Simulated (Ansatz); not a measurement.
A distorted cell of Eu (bcc, W type):

```xyz
1
Lattice="-2.2814 2.2814 2.2814 2.2814 -2.2814 2.2814 2.2814 2.2814 -2.2814" Properties=species:S:1:pos:R:3 pbc="T T T"
Eu     0.0000     0.0000     0.0000
```

Computed with r2SCAN (plane waves to 500 eV, PAW, scalar-relativistic; Ansatz, a first-principles code). k mesh 15×15×15 (Γ-centred), Fermi-Dirac smearing 0.05 eV. Energies are smeared free energies. Compression counts positive. With partly filled bands, the response to shear is sensitive to the k mesh, so small differences along c/a are uncertain. Eu was relaxed with its symmetry unable to fall. Relaxed Eu ends ferromagnetic. The relaxed volume of Eu is well below the measured one. Other magnetic orders were not checked, so this need not be the ground state. The filling of the f shell was not checked against other fillings, so treat energies with care.

### Question
What is the stress tensor (GPa)?

### Answer
```
   -1.0      0.0      0.0
    0.0     -1.0      0.0
    0.0      0.0     -1.0
```
The pressure, a third of the trace, is -1.0 GPa.

### Question
It is the relaxed cell deformed to V/V₀ = 1.080, (c/a)/(c/a)₀ = 1.000, c along z, fractional positions held. What is its energy relative to the relaxed cell?

### Answer
11 meV/atom.

(A scan under strain: stresses follow from slopes of the energy per volume, elastic moduli from its curvatures.)
